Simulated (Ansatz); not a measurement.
Two states of VF₃

```
V F
1.0
     2.56828    1.48279    4.45207
    -2.56828    1.48279    4.45207
     0.00000   -2.96559    4.45207
V F
2 6
Direct
  0.00000 0.00000 0.00000
  0.50000 0.50000 0.50000
  0.65010 0.84990 0.25000
  0.25000 0.65010 0.84990
  0.84990 0.25000 0.65010
  0.34990 0.15010 0.75000
  0.75000 0.34990 0.15010
  0.15010 0.75000 0.34990
```

The numbers come from plane-wave PAW DFT (Ansatz): r2SCAN, with U_eff = 6.32 eV on V d (all-electron-ortho-atomic projectors), 500 eV, 5×5×5 Γ-centred k points, fermi-dirac occupations (width 0.1 eV). Nothing was relaxed.

State A: V1 up, V2 up (collinear spin). State B: V1 up, V2 down (collinear spin).

Q: Which state is lower, and how do they differ?

A: They are level within 1 meV an atom.

| state | free energy (meV/atom) | largest moment in a small sphere (μB) | net moment (μB/cell) | gap on mesh (eV) | pressure (GPa) | largest force (eV/Å) |
| --- | --- | --- | --- | --- | --- | --- |
| A | 0.6 | 1.56 | 4.00 | 4.36 | 7.8 | 0.39 |
| B | 0.0 | 1.55 | 0.00 | 5.21 | 7.7 | 0.37 |

Origin: a database entry at a rescaled volume. Caveats: an odd or shifted mesh can miss the band edges, so this level's true gap may be smaller.
